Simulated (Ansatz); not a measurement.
Values for one crystal, relaxed and computed with DFT-r²SCAN+D4 in the program Ansatz with PAW potentials; other levels are named.

| Quantity | Result |
|---|---|
| Volume per atom | 26.35 Å³ |
| Band gap | 0.66 eV (direct) |
| Electron effective mass with spin–orbit coupling | 0.054, 0.054, 0.074 mₑ (principal values) |
| Elastic constants (relaxed ions, GPa) | C11 = 144, C12 = 17.1, C44 = 20.5 |
| Hole effective mass | 0.12, 0.12, 0.22 mₑ (principal values) |
| Conduction-band minimum | at L (4 equivalent valleys) |
| Mechanical stability | stable (all eigenvalues of C positive) |

Question: Pick the material that matches.
A. AlN, rock salt
B. MoS2, P6_3/mmc (Mo on 2b, S on 4f)
C. PbS, rock salt
D. BeS, P6_422 (Be on 3c, S on 3d)

Answer: C, PbS, rock salt

Space group Fm-3m (rock salt). The cell was relaxed with r²SCAN+D4 under the symmetry of its start. Spin–orbit coupling is left out wherever it is not named.

Potentials: the earlier of the program's two PAW sets.
